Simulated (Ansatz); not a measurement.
TiTeSe:
Space group P3m1 (No. 156); a = 3.5422 Å, b = 3.5422 Å, c = 6.1843 Å, α = 90.00°, β = 90.00°, γ = 120.00°

| atom | site | symmetry | x | y | z |
|---|---|---|---|---|---|
| Ti | 1a | 3m. | 0.0000 | 0.0000 | 0.9785 |
| Te | 1c | 3m. | 0.6667 | 0.3333 | 0.2739 |
| Se | 1b | 3m. | 0.3333 | 0.6667 | 0.7476 |

Relaxed at zero pressure with LDA in the plane-wave PAW code Ansatz.

Q: The volume is lowered by 9 % and shape and atoms relax at that volume. What pressure results, and how do the axes share the change?

A: 5.3 GPa; a -2.4 %, b -2.4 %, c -4.4 %; the energy rises by 29 meV/atom.

Q: Give the new structure.

A: 
Space group P3m1 (No. 156); a = 3.456 Å, b = 3.456 Å, c = 5.912 Å, α = 90.00°, β = 90.00°, γ = 120.00°

| atom | site | symmetry | x | y | z |
|---|---|---|---|---|---|
| Ti | 1a | 3m. | 0.0000 | 0.0000 | 0.9797 |
| Te | 1c | 3m. | 0.6667 | 0.3333 | 0.2874 |
| Se | 1b | 3m. | 0.3333 | 0.6667 | 0.7329 |

The phase is kept; no other phase was compared at this pressure.

The workflow started from a Materials Project entry (that database holds measured and hypothetical structures alike); the Crystallography Open Database copy checked does not list it. Whether it is the stable phase at ambient conditions was not checked. The cell was relaxed with LDA under the symmetry of its start; whether a distortion lowers the energy is not shown. The run is not spin-polarised. A crystal of weakly bound layers computed without a dispersion correction: the cell and the soft elastic constants depend strongly on that. Scalar-relativistic: spin–orbit coupling is off unless named, which matters more the heavier the elements.

Potentials: the later of the program's two PAW sets.
